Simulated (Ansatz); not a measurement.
# Relaxing Zn$_{26}$Se$_{27}$

Method: DFT PBE, scalar-relativistic, plane waves, PAW (Ansatz). Run with 420 eV cutoff, 2×2×2 k-mesh, Gaussian smearing of 0.02 eV, no spin polarisation.

What was changed: Zn vacancy, charge -2, atoms relaxed.

In a supercell of 53 atoms the defect feels its periodic images.

Spin polarisation was left out.

Command:

```bash
ansatz run input.yaml --threads 8 --pin off --max-ram 20480MiB --backend cpu --events-out ev --progress --plain --runs-dir out
```

Input:

```yaml
crystal:
  lattice:
    - [-8.5976416027, -8.5976416027, 0.0]
    - [-8.5976416027, 0.0, -8.5976416027]
    - [0.0, -8.5976416027, -8.5976416027]
  atoms:
    - { symbol: Zn, position: [0.6666666667, 0.6666666667, 0.3333333333] }
    - { symbol: Zn, position: [1.0, 0.6666666667, 0.3333333333] }
    - { symbol: Zn, position: [0.6666666667, 0.3333333333, 0.3333333333] }
    - { symbol: Zn, position: [0.3333333333, 0.3333333333, 0.3333333333] }
    - { symbol: Zn, position: [1.0, 0.3333333333, 0.3333333333] }
    - { symbol: Zn, position: [0.6666666667, 1.0, 0.3333333333] }
    - { symbol: Zn, position: [0.3333333333, 1.0, 0.3333333333] }
    - { symbol: Zn, position: [1.0, 1.0, 0.3333333333] }
    - { symbol: Zn, position: [0.6666666667, 0.6666666667, 0.0] }
    - { symbol: Zn, position: [0.3333333333, 0.6666666667, 0.0] }
    - { symbol: Zn, position: [1.0, 0.6666666667, 0.0] }
    - { symbol: Zn, position: [0.6666666667, 0.3333333333, 0.0] }
    - { symbol: Zn, position: [0.3333333333, 0.3333333333, 0.0] }
    - { symbol: Zn, position: [1.0, 0.3333333333, 0.0] }
    - { symbol: Zn, position: [0.6666666667, 1.0, 0.0] }
    - { symbol: Zn, position: [0.3333333333, 1.0, 0.0] }
    - { symbol: Zn, position: [1.0, 1.0, 0.0] }
    - { symbol: Zn, position: [0.6666666667, 0.6666666667, 0.6666666667] }
    - { symbol: Zn, position: [0.3333333333, 0.6666666667, 0.6666666667] }
    - { symbol: Zn, position: [1.0, 0.6666666667, 0.6666666667] }
    - { symbol: Zn, position: [0.6666666667, 0.3333333333, 0.6666666667] }
    - { symbol: Zn, position: [0.3333333333, 0.3333333333, 0.6666666667] }
    - { symbol: Zn, position: [1.0, 0.3333333333, 0.6666666667] }
    - { symbol: Zn, position: [0.6666666667, 1.0, 0.6666666667] }
    - { symbol: Zn, position: [0.3333333333, 1.0, 0.6666666667] }
    - { symbol: Zn, position: [1.0, 1.0, 0.6666666667] }
    - { symbol: Se, position: [0.5833333333, 0.5833333333, 0.5833333333] }
    - { symbol: Se, position: [0.25, 0.5833333333, 0.5833333333] }
    - { symbol: Se, position: [0.9166666667, 0.5833333333, 0.5833333333] }
    - { symbol: Se, position: [0.5833333333, 0.25, 0.5833333333] }
    - { symbol: Se, position: [0.25, 0.25, 0.5833333333] }
    - { symbol: Se, position: [0.9166666667, 0.25, 0.5833333333] }
    - { symbol: Se, position: [0.5833333333, 0.9166666667, 0.5833333333] }
    - { symbol: Se, position: [0.25, 0.9166666667, 0.5833333333] }
    - { symbol: Se, position: [0.9166666667, 0.9166666667, 0.5833333333] }
    - { symbol: Se, position: [0.5833333333, 0.5833333333, 0.25] }
    - { symbol: Se, position: [0.25, 0.5833333333, 0.25] }
    - { symbol: Se, position: [0.9166666667, 0.5833333333, 0.25] }
    - { symbol: Se, position: [0.5833333333, 0.25, 0.25] }
    - { symbol: Se, position: [0.25, 0.25, 0.25] }
    - { symbol: Se, position: [0.9166666667, 0.25, 0.25] }
    - { symbol: Se, position: [0.5833333333, 0.9166666667, 0.25] }
    - { symbol: Se, position: [0.25, 0.9166666667, 0.25] }
    - { symbol: Se, position: [0.9166666667, 0.9166666667, 0.25] }
    - { symbol: Se, position: [0.5833333333, 0.5833333333, 0.9166666667] }
    - { symbol: Se, position: [0.25, 0.5833333333, 0.9166666667] }
    - { symbol: Se, position: [0.9166666667, 0.5833333333, 0.9166666667] }
    - { symbol: Se, position: [0.5833333333, 0.25, 0.9166666667] }
    - { symbol: Se, position: [0.25, 0.25, 0.9166666667] }
    - { symbol: Se, position: [0.9166666667, 0.25, 0.9166666667] }
    - { symbol: Se, position: [0.5833333333, 0.9166666667, 0.9166666667] }
    - { symbol: Se, position: [0.25, 0.9166666667, 0.9166666667] }
    - { symbol: Se, position: [0.9166666667, 0.9166666667, 0.9166666667] }
total_charge: -2
basis:
  ecutwfc: 420
  xc_grid: 2
kpoints:
  mp_grid: { grid: [2, 2, 2], shift: [0.0, 0.0, 0.0] }
hamiltonian:
  xc: pbe
scf:
  occupations: { method: gaussian, width: 0.02 }
output:
  forces: true
  stress: false
  eigenvalues: true
  write_density: true
  write_potential: true
  elf: true
  volumetric_format: npy
relax:
  adjacent_minimum: "off"
  f_tol: 0.02
  max_steps: 60
```

F is the free energy.

Steps:

```
step F − F(1) (eV) largest force component (eV/Å)
   1         0.0000                           0.540
   2        -0.4775                           0.151
   3        -0.5223                           0.034
   4        -0.5242                           0.005
```

Relaxed structure:

```yaml
crystal:
  lattice:
    - [-8.59764, -8.59764, 0.00000]
    - [-8.59764, 0.00000, -8.59764]
    - [0.00000, -8.59764, -8.59764]
  atoms:
    - { symbol: Zn, position: [0.66488, 0.66173, 0.32839] }
    - { symbol: Zn, position: [0.01167, 0.66173, 0.32839] }
    - { symbol: Zn, position: [0.66488, 0.34500, 0.32839] }
    - { symbol: Zn, position: [0.32839, 0.34500, 0.32839] }
    - { symbol: Zn, position: [0.00086, 0.33419, 0.33076] }
    - { symbol: Zn, position: [0.66725, 0.00058, 0.33160] }
    - { symbol: Zn, position: [0.32839, 0.99821, 0.32839] }
    - { symbol: Zn, position: [0.01167, 0.99821, 0.32839] }
    - { symbol: Zn, position: [0.66488, 0.66173, 0.01167] }
    - { symbol: Zn, position: [0.32839, 0.66173, 0.01167] }
    - { symbol: Zn, position: [0.00086, 0.66409, 0.00086] }
    - { symbol: Zn, position: [0.66522, 0.33478, 0.00144] }
    - { symbol: Zn, position: [0.33076, 0.33419, 0.00086] }
    - { symbol: Zn, position: [0.00086, 0.33419, 0.00086] }
    - { symbol: Zn, position: [0.66522, 0.99856, 0.00144] }
    - { symbol: Zn, position: [0.32839, 0.99821, 0.01167] }
    - { symbol: Zn, position: [0.00144, 0.99856, 0.00144] }
    - { symbol: Zn, position: [0.66725, 0.66493, 0.66725] }
    - { symbol: Zn, position: [0.32839, 0.66173, 0.66488] }
    - { symbol: Zn, position: [0.01167, 0.66173, 0.66488] }
    - { symbol: Zn, position: [0.66522, 0.33478, 0.66522] }
    - { symbol: Zn, position: [0.32839, 0.34500, 0.66488] }
    - { symbol: Zn, position: [0.00144, 0.33478, 0.66522] }
    - { symbol: Zn, position: [0.66725, 0.00058, 0.66725] }
    - { symbol: Zn, position: [0.33160, 0.00058, 0.66725] }
    - { symbol: Zn, position: [0.00144, 0.99856, 0.66522] }
    - { symbol: Se, position: [0.58230, 0.58455, 0.58230] }
    - { symbol: Se, position: [0.25490, 0.58823, 0.56863] }
    - { symbol: Se, position: [0.91753, 0.58455, 0.58230] }
    - { symbol: Se, position: [0.58230, 0.25086, 0.58230] }
    - { symbol: Se, position: [0.25121, 0.25086, 0.58230] }
    - { symbol: Se, position: [0.91677, 0.25010, 0.58303] }
    - { symbol: Se, position: [0.58333, 0.91667, 0.58333] }
    - { symbol: Se, position: [0.25121, 0.91563, 0.58230] }
    - { symbol: Se, position: [0.91753, 0.91563, 0.58230] }
    - { symbol: Se, position: [0.56863, 0.58823, 0.25490] }
    - { symbol: Se, position: [0.25490, 0.58823, 0.25490] }
    - { symbol: Se, position: [0.91608, 0.58392, 0.25058] }
    - { symbol: Se, position: [0.58230, 0.25086, 0.25121] }
    - { symbol: Se, position: [0.25058, 0.24942, 0.25058] }
    - { symbol: Se, position: [0.91608, 0.24942, 0.25058] }
    - { symbol: Se, position: [0.58230, 0.91563, 0.25121] }
    - { symbol: Se, position: [0.25490, 0.90197, 0.25490] }
    - { symbol: Se, position: [0.91753, 0.91563, 0.25121] }
    - { symbol: Se, position: [0.58230, 0.58455, 0.91753] }
    - { symbol: Se, position: [0.25058, 0.58392, 0.91608] }
    - { symbol: Se, position: [0.91608, 0.58392, 0.91608] }
    - { symbol: Se, position: [0.58303, 0.25010, 0.91677] }
    - { symbol: Se, position: [0.25058, 0.24942, 0.91608] }
    - { symbol: Se, position: [0.91677, 0.25010, 0.91677] }
    - { symbol: Se, position: [0.58230, 0.91563, 0.91753] }
    - { symbol: Se, position: [0.25121, 0.91563, 0.91753] }
    - { symbol: Se, position: [0.91677, 0.91637, 0.91677] }
```

The run converged. It took 77 s on 8 threads of Intel(R) Xeon(R) Platinum 8488C (Sapphire Rapids), with other jobs on the host, peak memory 7.4 GiB.